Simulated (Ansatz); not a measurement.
All-electron LAPW in Ansatz 0.2.0 under PBE, scalar-relativistic, energies extrapolated to zero smearing. Slabs are 1×1 cells cut from bulk crystals relaxed on PAW files, with atoms then relaxed, 16 to 20 Å of vacuum, a dipole correction, k spacings of 0.16 to 0.26 Å⁻¹ and smearing of 0.02 to 0.1 eV, without spin–orbit coupling or spin polarisation. The bulk type named needn't be the stable one, and no reconstruction is allowed.

```json
{"slab": "hcp Ti (0001), 4 layers", "area (Å²)": "7.49", "γ (J/m²)": "1.97", "Φ (eV)": "4.42", "Δd12 (%)": "-7.6"}
{"slab": "fcc Pd (100), 4 layers", "area (Å²)": "7.78", "γ (J/m²)": "1.54", "Φ (eV)": "5.08", "Δd12 (%)": "?"}
{"slab": "fcc Cu (110), 6 layers", "area (Å²)": "9.31", "γ (J/m²)": "1.59", "Φ (eV)": "4.44", "Δd12 (%)": "?"}
```

Question: Fill in "Δd12 (%)" for the row "fcc Pd (100), 4 layers".

Answer: -1.8.

Question: Give the missing entry: row "fcc Cu (110), 6 layers", column "Δd12 (%)".

Answer: -10.6.
